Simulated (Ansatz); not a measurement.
Ansatz input file:

```yaml
crystal:
  lattice:
    - [-1.8358357573, 1.8358357573, 8.0064421533]
    - [1.8358357573, -1.8358357573, 8.0064421533]
    - [1.8358357573, 1.8358357573, -8.0064421533]
  atoms:
    - { symbol: Cs, position: [0.0, 0.0, 0.0] }
    - { symbol: Fe, position: [0.75, 0.25, 0.5], spin: 1.94 }
    - { symbol: Fe, position: [0.25, 0.75, 0.5], spin: 1.94 }
    - { symbol: As, position: [0.65563212, 0.65563212, 0.0], spin: -0.15 }
    - { symbol: As, position: [0.34436788, 0.34436788, 0.0], spin: -0.15 }
basis:
  ecutwfc: 500
kpoints:
  mp_grid: { grid: [14, 14, 14] }
hamiltonian:
  xc: r2scan
scf:
  occupations: { method: gaussian, width: 0.1 }
output:
  forces: true
  stress: true
  eigenvalues: true
  populations: true
magnetization:
  spin_polarized: true
```

Command:
```bash
ansatz run input.yaml --threads 2 --pin off --max-ram 5120MiB --backend cpu --events-out ev --progress --plain --runs-dir out
```

Computed with DFT r2SCAN, scalar-relativistic, plane waves, PAW (Ansatz).

Abridged output (final results; tables in files aren't shown):

```
SCF 1 converged in 19 iterations: F = -24387.987340 eV  dr2 = 1.87e-8
this state was not tested for a lower state beside it, because the mixer in use, unlike msr1, does not test its closes by its own steps (another_mixer; see scf.mixing.algorithm and scf.lower_state_search)
SCF converged after 19 iterations
Magnetization: 3.0244 μB (37.0122 up, 33.9878 down)
Absolute magnetization: 4.1950 μB (∫|ρ↑−ρ↓|, with the PAW one-centre terms)
Spin contamination: 0.2981 ħ² per cell (⟨S²⟩ above its minimum at these occupations)
Per-site moments (μB) at R_I (Å): [(-0.01400174, 1.48449824), (1.75820932, 0.98082421), (1.75820932, 0.98082421), (-0.13541898, 0.98082421), (-0.13541898, 0.98082421)]
Free energy (F): -24387.987340 eV
Harris-Foulkes:  -24387.987340 eV  (|F-HF|=3.04e-8)
Internal energy: -24387.973484 eV  (E = F + TS)
E sigma→0 (E₀):  -24387.980412 eV
Entropy (-TS):   -0.013856 eV (-2.771 meV/atom)
Fermi energy:    11.093893 eV
--- Per-component energies (eV) ---
  E_band       = -1176.515302
  E_kinetic    = 1054.840675
  E_local      = -14345.208449  (includes V_loc(G=0)·N_el)
  E_nonlocal   = -867.725955
  E_hartree    = 6904.137425
  E_xc         = -539.646531
  E_vxc        = -645.511744  (∫ρ·V_xc dr)
  E_paw        = -11545.209909  (= ΣΔE_a)
  E_vpaw       = -220.734747  (= ΣTr[D̂ρ^β])
  E_aug_tail   = 0.000501  (compensation charges beyond the density's cutoff)
  E_vtau       = 39.544538  (kinetic-family band-sum trace: ∫τ·v_τ [+ j·A + Jᵃ·Aᵃ] dr)
  E_ewald      = -5045.717355
  E_core_change = -3.443886  (= ΣΔE_core)
  E_smearing   = -0.013856  (= −TS)
--- Forces (eV/Å), atoms counted from 1 ---
  atom   1  Cs     0.00000000     0.00000000     0.00000000
  atom   2  Fe     0.00000000     0.00000000     0.00000000
  atom   3  Fe     0.00000000     0.00000000     0.00000000
  atom   4  As     0.00000000     0.00000000     0.00250477
  atom   5  As     0.00000000     0.00000000    -0.00250477
--- Stress (GPa, compression-positive) ---
        0.247981       0.000000       0.000000
        0.000000       0.247981       0.000000
        0.000000       0.000000       0.030818
  P = ⅓ Tr σ = 0.1756 GPa (1.756 kbar)
--- Band table (eV; the first three rows and the last of 488) ---
  k-point 0 ↑: bands = ["-80.7130", "-80.6779", "-45.6399", "-45.6399", "-45.4894", "-45.4894", "-45.1179", "-45.0815", "-25.0319", "-25.0297", "-25.0149", "-25.0143", "-25.0021", "-25.0021", "-25.0017", "-25.0017", "-24.9774", "-24.9773", "-12.5363", "-1.6542", "-0.9162", "1.5363", "1.8986", "1.8986", "5.6748", "5.9561", "6.7942", "6.7942", "7.3139", "8.4442", "8.4442", "9.0856", "9.3249", "9.3961", "10.6463", "10.6463", "10.7308", "11.5121", "13.4562", "13.6217", "13.6217", "13.6505", "15.2875", "16.5064", "17.2230", "17.5000"]
  k-point 1 ↑: bands = ["-80.7121", "-80.6788", "-45.6409", "-45.6318", "-45.4980", "-45.4887", "-45.1170", "-45.0823", "-25.0316", "-25.0294", "-25.0150", "-25.0144", "-25.0022", "-25.0021", "-25.0018", "-25.0017", "-24.9772", "-24.9772", "-12.5127", "-1.5832", "-0.8559", "1.5249", "1.7803", "1.7998", "5.8046", "6.0095", "6.7071", "6.8393", "7.3729", "8.3437", "8.3940", "9.0364", "9.3078", "9.3655", "10.1586", "10.3479", "11.0607", "11.5812", "13.0385", "13.1538", "13.8807", "14.0046", "15.8962", "16.7515", "17.1076", "17.7110"]
  k-point 2 ↑: bands = ["-80.7096", "-80.6812", "-45.6438", "-45.6090", "-45.5218", "-45.4867", "-45.1144", "-45.0848", "-25.0306", "-25.0288", "-25.0152", "-25.0147", "-25.0026", "-25.0022", "-25.0020", "-25.0017", "-24.9768", "-24.9768", "-12.4461", "-1.3805", "-0.6841", "1.4942", "1.4993", "1.5377", "6.1116", "6.1707", "6.5124", "6.9690", "7.5301", "7.9608", "8.2458", "8.9049", "9.1548", "9.4024", "9.6440", "9.8037", "11.2269", "11.5545", "12.3303", "12.5653", "14.4619", "14.7789", "16.4815", "16.6735", "17.5044", "18.2995"]
  k-point 243 ↓: bands = ["-78.0280", "-77.9882", "-42.8699", "-42.8699", "-42.7437", "-42.7024", "-42.6931", "-42.6931", "-25.0625", "-25.0599", "-25.0508", "-25.0502", "-25.0344", "-25.0344", "-25.0339", "-25.0339", "-25.0116", "-25.0116", "-12.5490", "-2.1206", "-0.7054", "1.1558", "1.8925", "1.8925", "6.3608", "6.9741", "8.2045", "8.2045", "8.3322", "9.4493", "9.4493", "10.5325", "10.5800", "10.7842", "12.2047", "12.4596", "12.4596", "12.7484", "13.5674", "14.2389", "14.2389", "14.7747", "16.6102", "16.8007", "17.1453", "18.6551"]
--- Löwdin populations: 5 sites ---
  site symbol q [e]    m [muB]
     0     Cs      8.1944    -0.0107
     1     Fe     15.5095     1.8144
     2     Fe     15.5095     1.8144
     3     As     15.5985    -0.2605
     4     As     15.5985    -0.2605
  spilling = 0.008304 (of n_electrons = 71.000000)
```

The calculation finished and met its thresholds.

The run took 8.8 min on 2 threads of Intel(R) Xeon(R) Processor @ 2.50GHz (Skylake/Cascade Lake), with other jobs on the host, peak memory 2.1 GiB.

The state reached may not be the lowest one. Spin-orbit coupling is left out, which matters for the bands of heavy elements. Only parallel moments were tried here.